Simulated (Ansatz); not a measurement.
Notes on Nb$_{5}$Sn$_{2}$Te

```yaml
crystal:
  lattice:
    - [0.00000, 0.00000, 5.30381]
    - [5.42266, -5.42266, 2.65191]
    - [5.42266, 5.42266, -2.65191]
  atoms:
    - { symbol: Sn, position: [0.66800, 0.50000, 0.83600] }
    - { symbol: Sn, position: [0.16800, 0.16400, 0.50000] }
    - { symbol: Sn, position: [0.33200, 0.50000, 0.16400] }
    - { symbol: Sn, position: [0.83200, 0.83600, 0.50000] }
    - { symbol: Te, position: [0.25000, 0.00000, 0.00000] }
    - { symbol: Te, position: [0.75000, 0.00000, 0.00000] }
    - { symbol: Nb, position: [0.75000, 0.50000, 0.50000] }
    - { symbol: Nb, position: [0.25000, 0.50000, 0.50000] }
    - { symbol: Nb, position: [0.22040, 0.85200, 0.29280] }
    - { symbol: Nb, position: [0.07240, 0.70720, 0.85200] }
    - { symbol: Nb, position: [0.77960, 0.14800, 0.70720] }
    - { symbol: Nb, position: [0.92760, 0.29280, 0.14800] }
    - { symbol: Nb, position: [0.27960, 0.29280, 0.85200] }
    - { symbol: Nb, position: [0.42760, 0.85200, 0.70720] }
    - { symbol: Nb, position: [0.72040, 0.70720, 0.14800] }
    - { symbol: Nb, position: [0.57240, 0.14800, 0.29280] }
```

Level: r2SCAN, no spin polarisation; 500 eV; 6×6×6 Γ-centred mesh; gaussian occupations (width 0.0203 eV); Ansatz 0.2.0, fixed geometry.

(1) Describe some of the short contacts.

(2) Is it stable against the elements?

(3) Metal or insulator?

(4) Is the cell too large or too small?

(5) Which element gives electrons and which takes them?

Origin: a known structure type with other elements, at an estimated volume, so it need not be a known compound.

## Answers

(1) Te–Te at 2.65 Å: least valence density 0.48 e/Å³ and ELF 0.45 there. Nb–Nb at 2.65 Å: least valence density 0.46 e/Å³ and ELF 0.35 there. Te–Nb at 2.84 Å: least valence density 0.31 e/Å³ and ELF 0.24 there. Both are smooth PAW fields, read partly inside the augmentation spheres.

(2) 0.00 eV an atom against the elements' usual phases (free molecules for gases, crystals otherwise, with no correction for O₂ or N₂), too near zero to call. Relaxing would lower it.

(3) It is a metal, with about 11 states/eV a cell as the mean within 0.25 eV of the Fermi level, mostly Nb d (87 %).

(4) The pressure is -0.8 GPa (compression positive), so with the atoms held at these fractions the cell would first shrink; the forces are large, so a full relaxation may end otherwise. The principal stresses -4.0, -4.0, 5.5 GPa differ, so its shape would change too.

(5) Bader charges in e: Nb +0.49 to +0.59, Sn -0.95, Te -0.95. In the mean Nb gives up most and Te takes most.
